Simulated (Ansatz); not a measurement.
Cl:
```yaml
crystal:
  lattice:
    - [3.29549, -2.03601, 0.00000]
    - [3.29549, 2.03601, 0.00000]
    - [0.00000, 0.00000, 8.09149]
  atoms:
    - { symbol: Cl, position: [0.87554, 0.12446, 0.60888] }
    - { symbol: Cl, position: [0.12446, 0.87554, 0.39112] }
    - { symbol: Cl, position: [0.62446, 0.37554, 0.10888] }
    - { symbol: Cl, position: [0.37554, 0.62446, 0.89112] }
```

Relaxed with PBE+D3(BJ). Special points in fractions of this cell's reciprocal vectors: Γ (0.000, 0.000, 0.000); Y (0.500, 0.500, 0.000); F0 (0.345, 0.655, 0.000); Δ0 (-0.345, 0.345, 0.000); Z (0.000, 0.000, 0.500); B0 (-0.345, 0.345, 0.500); G0 (0.345, 0.655, 0.500); T (0.500, 0.500, 0.500); S (0.000, 0.500, 0.000); R (0.000, 0.500, 0.500).

Problem. List the band energies nearest the valence-band maximum at these points for the program Ansatz at the PBE+D3(BJ) level (PAW).

Solution. In eV from the valence-band maximum; about four levels below and three above (degenerate sets whole), none deeper than 8.9 eV; points with the same levels are listed once.

| k | below | above |
|---|---|---|
| Γ | -0.99 -0.37 -0.21 0.00 | 2.19 3.05 6.83 |
| Y | -1.43 -1.16 -0.41 -0.15 | 2.26 2.87 8.30 |
| F0 | -1.14 -0.87 -0.45 -0.18 | 2.60 2.87 8.84 |
| Z | -0.83 -0.83 -0.10 -0.10 | 2.55 2.55 7.27 7.27 |
| B0 | -0.62 -0.62 -0.41 -0.41 | 2.63 2.63 9.53 9.53 |
| T | -0.92 -0.92 -0.74 -0.74 | 2.51 2.51 8.96 8.96 |
| S | -0.88 -0.88 -0.35 -0.35 | 2.91 2.91 7.95 7.95 |
| R | -0.60 -0.60 -0.09 -0.09 | 2.60 2.60 8.25 8.25 |

Space group Cmce (molecular I2 type). Symmetry was held in the PBE+D3(BJ) relaxation. The substance is a gas or liquid at ambient conditions; this is its low-temperature solid.

Potentials: the later of the program's two PAW sets.
